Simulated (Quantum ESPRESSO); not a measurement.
# Ta6WMg: a curve over strain

Simulated, not a measurement. The program is pw.x of Quantum ESPRESSO 7.5 (plane-wave density functional theory). The cell is made up: eight metal atoms on a face-centred cubic lattice, with elements, volume, strain and displacements drawn at random and not relaxed, so it may be unstable or far from any real phase. PseudoDojo standard norm-conserving files set the functional (PBE unless stated); there is no spin polarisation or spin-orbit coupling, the Fermi-Dirac width of 0.25 eV means electrons at about 2900 K, and the masses in the input are unused placeholders. Heavy elements are run without spin-orbit coupling, which real alloys of them have. A spin test at this wide smearing found no moment, but such smearing suppresses magnetism that the real alloy may have.

Seven runs add a strain to one cell (biaxial xx and yy); the atoms follow the cell and are not relaxed. Stress in the table is positive in tension.

Input of the run at +0.0005:

```
&control calculation='scf', pseudo_dir='./dojo.nc.sr.pbe.v0_5.standard.upf', outdir='./o', disk_io='minimal', tprnfor=.true., tstress=.true. /
&system ibrav=0, nat=8, ntyp=3, nbnd=68, ecutwfc=84.00895049, nosym=.true., tot_charge=0,
 occupations='smearing', smearing='fd', degauss=0.0183746611
/
&electrons conv_thr=1.470e-08, electron_maxstep=70, mixing_beta=0.5 /
ATOMIC_SPECIES
Mg 1.0 Mg.upf
Ta 1.0 Ta.upf
W 1.0 W.upf
CELL_PARAMETERS angstrom
-4.0712 0.0071 -0.0043
0.0115 -4.0676 4.1323
-0.0085 6.1151 2.0798
ATOMIC_POSITIONS angstrom
Ta -0.0448 -0.0659 -0.0384
Ta -0.0649 1.9162 2.0388
Ta -0.0641 -2.091 2.2363
Ta -0.0169 0.0293 4.0767
W -2.1368 4.0462 2.1062
Ta -1.9919 0.1005 2.063
Ta -2.1436 2.0622 4.0711
Mg -1.9826 -1.8936 4.1802
K_POINTS automatic
6 5 4 1 1 1
```

| added strain | free energy less that of the input shown (eV) | stress xx (GPa) | stress yy (GPa) | stress zz (GPa) | stress xy (GPa) | pressure (GPa) | iterations |
| --- | --- | --- | --- | --- | --- | --- | --- |
| -0.0141 | 0.4609 | -22.81 | -21.21 | -24.27 | -0.63 | 22.76 | 15 |
| -0.0077 | 0.2387 | -19.75 | -18.12 | -20.83 | -0.59 | 19.57 | 15 |
| -0.0016 | 0.0564 | -16.98 | -15.33 | -17.68 | -0.57 | 16.66 | 15 |
| +0.0005 | 0.0000 | -16.06 | -14.40 | -16.63 | -0.56 | 15.69 | 15 |
| +0.0097 | -0.2103 | -12.18 | -10.50 | -12.20 | -0.52 | 11.63 | 15 |
| +0.0237 | -0.4201 | -6.81 | -5.10 | -6.03 | -0.45 | 5.98 | 15 |

Question: one run is left out of the table, at -0.0049. Estimate its stress xx (GPa).

Answer: -18.46. The whole row:

| added strain | free energy less that of the input shown (eV) | stress xx (GPa) | stress yy (GPa) | stress zz (GPa) | stress xy (GPa) | pressure (GPa) | iterations |
| --- | --- | --- | --- | --- | --- | --- | --- |
| -0.0049 | 0.1515 | -18.46 | -16.82 | -19.36 | -0.58 | 18.21 | 15 |

A cubic fit gives a slope of stress xx against the added strain of 438 GPa at zero added strain, with the atoms clamped. Across the table the energy follows the integral of the stress to 1.4 meV. A rerun of one of the cells at a higher cutoff and on a denser mesh moved values by no more than 0.003 eV in energy, 0.02 GPa in stress and 0.004 eV/Å in force, and a second program with other atomic files agreed on that cell to 2 % rms in force and 0.5 GPa in pressure.